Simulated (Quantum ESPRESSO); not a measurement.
# Si2GaN3O: one run as intended and one with a planted mistake

Computed values, not a measurement. The program is pw.x of Quantum ESPRESSO 7.5 (plane-wave density functional theory). The cell is made up: 7 atoms on a wurtzite lattice with one site empty, with randomly drawn elements, strain and displacements, not relaxed. PseudoDojo standard norm-conserving files (v0.5 for PBE, v0.4.1 for LDA and PBEsol) set the functional; there is no spin polarisation, spin-orbit coupling or dispersion term, and the masses in the input are unused placeholders.

Intended input:

```
&control calculation='scf', pseudo_dir='./dojo.nc.sr.pbe.v0_5.standard.upf', outdir='./o', disk_io='medium', tprnfor=.true., tstress=.true. /
&system ibrav=0, nat=7, ntyp=4, nbnd=27, ecutwfc=84.00895049, nosym=.true., tot_charge=0,
 occupations='smearing', smearing='fd', degauss=0.0018374661
/
&electrons conv_thr=7.350e-09, electron_maxstep=60, /
ATOMIC_SPECIES
Ga 1.0 Ga.upf
N 1.0 N.upf
O 1.0 O.upf
Si 1.0 Si.upf
CELL_PARAMETERS angstrom
3.1402 0.0011 -0.0173
0.0019 5.3203 -0.0276
-0.0283 -0.026 5.0401
ATOMIC_POSITIONS angstrom
Si -0.1115 0.0066 0.0722
Ga 1.5703 0.8339 2.4577
Si -0.2436 3.5213 2.5356
N 0.1323 0.0095 1.8395
N 1.5979 2.6245 1.7801
N 1.396 0.8745 4.4243
O -0.0711 3.4276 4.4016
K_POINTS automatic
6 4 4 1 1 1
```

The log is shortened where brackets say so; the opening notice, blank lines, dates and the lines on written files are dropped, and the path of the files is cut. It prints rydbergs, bohrs and kilobars, and counts compression as positive stress. Where no state is partly filled, the Fermi energy that it prints is only some level between the filled and the empty states on the mesh, and need not lie in the true gap.

Log of the intended run:

```
     Program PWSCF v.7.5
     Parallel version (MPI & OpenMP), running on       1 processor cores
     Number of MPI processes:                 1
     Threads/MPI process:                     1
     [start-up lines left out]
     bravais-lattice index     =            0
     lattice parameter (alat)  =       5.9342  a.u.
     unit-cell volume          =     568.2037 (a.u.)^3
     number of atoms/cell      =            7
     number of atomic types    =            4
     number of electrons       =        42.00
     number of Kohn-Sham states=           27
     kinetic-energy cutoff     =      84.0090  Ry
     charge density cutoff     =     336.0358  Ry
     scf convergence threshold =      7.3E-09
     mixing beta               =       0.7000
     number of iterations used =            8  plain     mixing
     Exchange-correlation= PBE
                           (   1   4   3   4   0   0   0)
     [axes and pseudopotential details left out]
   Cartesian axes
     site n.     atom                  positions (alat units)
         1        Si     tau(   1) = (  -0.0355068   0.0021017   0.0229918  )
         2        Ga     tau(   2) = (   0.5000561   0.2655523   0.7826452  )
         3        Si     tau(   3) = (  -0.0775735   1.1213446   0.8074522  )
         4        N      tau(   4) = (   0.0421304   0.0030252   0.5857818  )
         5        N      tau(   5) = (   0.5088452   0.8357621   0.5668661  )
         6        N      tau(   6) = (   0.4445509   0.2784812   1.4089015  )
         7        O      tau(   7) = (  -0.0226415   1.0915062   1.4016728  )
     number of k points=    48  Fermi-Dirac smearing, width (Ry)=  0.0018
                       cart. coord. in units 2pi/alat
        k(    1) = (   0.0837424   0.0741584   0.0787344), wk =   0.0416667
        k(    2) = (   0.0846003   0.0749662   0.2345065), wk =   0.0416667
     [further k points left out]
     Dense  grid:    59107 G-vectors     FFT dimensions: (  36,  60,  60)
     Estimated max dynamical RAM per process >      70.42 MB
     Initial potential from superposition of free atoms
     starting charge      41.9961, renormalised to      42.0000
     Starting wfcs are   33 randomized atomic wfcs
     total cpu time spent up to now is        7.8 secs
     per-process dynamical memory:    44.0 Mb
     Self-consistent Calculation
     iteration #  1     ecut=    84.01 Ry     beta= 0.70
     Davidson diagonalization with overlap
     ethr =  1.00E-02,  avg # of iterations =  3.0
     total cpu time spent up to now is       23.8 secs
     total energy              =    -264.39043557 Ry
     estimated scf accuracy    <       1.90149590 Ry
     iteration #  2     ecut=    84.01 Ry     beta= 0.70
     Davidson diagonalization with overlap
     ethr =  4.53E-03,  avg # of iterations =  3.0
     total cpu time spent up to now is       39.0 secs
     total energy              =    -264.68397606 Ry
     estimated scf accuracy    <       3.17664774 Ry
     [iterations 3 to 11 left out]
     iteration # 12     ecut=    84.01 Ry     beta= 0.70
     Davidson diagonalization with overlap
     ethr =  3.40E-10,  avg # of iterations =  2.1
     total cpu time spent up to now is      171.9 secs
     total energy              =    -265.29086753 Ry
     estimated scf accuracy    <       0.00000002 Ry
     iteration # 13     ecut=    84.01 Ry     beta= 0.70
     Davidson diagonalization with overlap
     ethr =  4.28E-11,  avg # of iterations =  2.0
     total cpu time spent up to now is      183.0 secs
     End of self-consistent calculation
     [lines on levels left out]
     the Fermi energy is     8.3864 ev
!    total energy              =    -265.29086753 Ry
     estimated scf accuracy    <          4.8E-09 Ry
     smearing contrib. (-TS)   =       0.00000000 Ry
     internal energy E=F+TS    =    -265.29086753 Ry
     The total energy is F=E-TS. E is the sum of the following terms:
     one-electron contribution =    -108.37292724 Ry
     hartree contribution      =      83.78915453 Ry
     xc contribution           =     -74.65009086 Ry
     ewald contribution        =    -166.05700395 Ry
     convergence has been achieved in  13 iterations
     Forces acting on atoms (cartesian axes, Ry/au):
     atom    1 type  4   force =     0.01962248   -0.01983030   -0.14833674
     atom    2 type  1   force =     0.07990548    0.11206991    0.09194252
     atom    3 type  4   force =     0.09935541   -0.06442473    0.06050526
     atom    4 type  2   force =    -0.16190998   -0.15374613   -0.04873214
     atom    5 type  2   force =    -0.04363970    0.09661069    0.08256788
     atom    6 type  2   force =     0.02743048   -0.13269258    0.06508573
     atom    7 type  3   force =    -0.02076417    0.16201314   -0.10303251
     Total force =     0.445014     Total SCF correction =     0.000218
     Computing stress (Cartesian axis) and pressure
          total   stress  (Ry/bohr**3)                   (kbar)     P=     -153.40
  -0.00090623   0.00028386   0.00027194         -133.31       41.76       40.00
   0.00028386  -0.00106685   0.00016390           41.76     -156.94       24.11
   0.00027194   0.00016390  -0.00115525           40.00       24.11     -169.94
     init_run     :      7.17s CPU      7.64s WALL (       1 calls)
     electrons    :    165.30s CPU    175.24s WALL (       1 calls)
     forces       :      2.64s CPU      2.65s WALL (       1 calls)
     stress       :     10.24s CPU     10.30s WALL (       1 calls)
     [timing details left out]
     PWSCF        :   3m 5.62s CPU   3m16.27s WALL
     JOB DONE.
```

A second run has one planted mistake: the smearing is too wide. The input lines that differ, file-writing options aside:

```
- &system ibrav=0, nat=7, ntyp=4, nbnd=27, ecutwfc=84.00895049, nosym=.true., tot_charge=0,
+ &system ibrav=0, nat=7, ntyp=4, nbnd=45, ecutwfc=84.00895049, nosym=.true., tot_charge=0,
-  occupations='smearing', smearing='fd', degauss=0.0018374661
+  occupations='smearing', smearing='fd', degauss=0.0610038748
```

Its log:

```
     Program PWSCF v.7.5
     Parallel version (MPI & OpenMP), running on       1 processor cores
     Number of MPI processes:                 1
     Threads/MPI process:                     1
     [start-up lines left out]
     bravais-lattice index     =            0
     lattice parameter (alat)  =       5.9342  a.u.
     unit-cell volume          =     568.2037 (a.u.)^3
     number of atoms/cell      =            7
     number of atomic types    =            4
     number of electrons       =        42.00
     number of Kohn-Sham states=           45
     kinetic-energy cutoff     =      84.0090  Ry
     charge density cutoff     =     336.0358  Ry
     scf convergence threshold =      7.3E-09
     mixing beta               =       0.7000
     number of iterations used =            8  plain     mixing
     Exchange-correlation= PBE
                           (   1   4   3   4   0   0   0)
     [axes and pseudopotential details left out]
   Cartesian axes
     site n.     atom                  positions (alat units)
         1        Si     tau(   1) = (  -0.0355068   0.0021017   0.0229918  )
         2        Ga     tau(   2) = (   0.5000561   0.2655523   0.7826452  )
         3        Si     tau(   3) = (  -0.0775735   1.1213446   0.8074522  )
         4        N      tau(   4) = (   0.0421304   0.0030252   0.5857818  )
         5        N      tau(   5) = (   0.5088452   0.8357621   0.5668661  )
         6        N      tau(   6) = (   0.4445509   0.2784812   1.4089015  )
         7        O      tau(   7) = (  -0.0226415   1.0915062   1.4016728  )
     number of k points=    48  Fermi-Dirac smearing, width (Ry)=  0.0610
                       cart. coord. in units 2pi/alat
        k(    1) = (   0.0837424   0.0741584   0.0787344), wk =   0.0416667
        k(    2) = (   0.0846003   0.0749662   0.2345065), wk =   0.0416667
     [further k points left out]
     Dense  grid:    59107 G-vectors     FFT dimensions: (  36,  60,  60)
     Estimated max dynamical RAM per process >      80.83 MB
     Initial potential from superposition of free atoms
     starting charge      41.9961, renormalised to      42.0000
     Starting wfcs are   33 randomized atomic wfcs +   12 random wfcs
     total cpu time spent up to now is        7.9 secs
     per-process dynamical memory:    50.4 Mb
     Self-consistent Calculation
     iteration #  1     ecut=    84.01 Ry     beta= 0.70
     Davidson diagonalization with overlap
     ethr =  1.00E-02,  avg # of iterations =  6.4
     total cpu time spent up to now is       43.6 secs
     total energy              =    -264.51977522 Ry
     estimated scf accuracy    <       1.76857725 Ry
     iteration #  2     ecut=    84.01 Ry     beta= 0.70
     Davidson diagonalization with overlap
     ethr =  4.21E-03,  avg # of iterations =  2.0
     total cpu time spent up to now is       63.2 secs
     total energy              =    -264.65008720 Ry
     estimated scf accuracy    <       3.42458229 Ry
     [iterations 3 to 10 left out]
     iteration # 11     ecut=    84.01 Ry     beta= 0.70
     Davidson diagonalization with overlap
     ethr =  2.29E-09,  avg # of iterations =  1.0
     total cpu time spent up to now is      253.7 secs
     total energy              =    -265.34290688 Ry
     estimated scf accuracy    <       0.00000006 Ry
     iteration # 12     ecut=    84.01 Ry     beta= 0.70
     Davidson diagonalization with overlap
     ethr =  1.54E-10,  avg # of iterations =  2.0
     total cpu time spent up to now is      276.0 secs
     End of self-consistent calculation
     [lines on levels left out]
     the Fermi energy is     8.6692 ev
!    total energy              =    -265.34290690 Ry
     estimated scf accuracy    <          4.1E-09 Ry
     smearing contrib. (-TS)   =      -0.18523040 Ry
     internal energy E=F+TS    =    -265.15767649 Ry
     The total energy is F=E-TS. E is the sum of the following terms:
     one-electron contribution =    -108.25806206 Ry
     hartree contribution      =      83.78352357 Ry
     xc contribution           =     -74.62613406 Ry
     ewald contribution        =    -166.05700395 Ry
     convergence has been achieved in  12 iterations
     Forces acting on atoms (cartesian axes, Ry/au):
     atom    1 type  4   force =     0.01721021   -0.01304414   -0.12493397
     atom    2 type  1   force =     0.08116190    0.09815948    0.08264799
     atom    3 type  4   force =     0.08864307   -0.04501202    0.04858793
     atom    4 type  2   force =    -0.14894693   -0.13924006   -0.05428025
     atom    5 type  2   force =    -0.04350330    0.08080864    0.07514641
     atom    6 type  2   force =     0.02180346   -0.12217932    0.05920644
     atom    7 type  3   force =    -0.01636841    0.14050743   -0.08637455
     Total force =     0.395400     Total SCF correction =     0.000244
     Computing stress (Cartesian axis) and pressure
          total   stress  (Ry/bohr**3)                   (kbar)     P=     -109.07
  -0.00058885   0.00031149   0.00026585          -86.62       45.82       39.11
   0.00031149  -0.00080414   0.00013996           45.82     -118.29       20.59
   0.00026585   0.00013996  -0.00083143           39.11       20.59     -122.31
     init_run     :      7.30s CPU      7.81s WALL (       1 calls)
     electrons    :    246.86s CPU    268.08s WALL (       1 calls)
     forces       :      2.99s CPU      3.02s WALL (       1 calls)
     stress       :     12.07s CPU     12.15s WALL (       1 calls)
     [timing details left out]
     PWSCF        :   4m29.49s CPU   4m52.03s WALL
     JOB DONE.
```

|  | intended run | run with the mistake |
| --- | --- | --- |
| free energy (eV) | -3609.466 | -3610.174 |
| smearing term -TS (eV) | 0.0000 | -2.5202 |
| pressure (GPa) | -15.34 | -10.91 |
| largest force component (eV/Å) | 4.166 | 3.830 |
| largest change of a force component (eV/Å) |  | 0.602 |
| iterations | 13 | 12 |

For scale, a rerun of the intended cell at 1437 eV and a 8 x 6 x 6 mesh moved values by no more than 0.002 eV in energy, 0.02 GPa in stress and 0.003 eV/Å in force. The number of bands, nbnd, was set by rule from the electron count and the smearing, so it follows the mistake.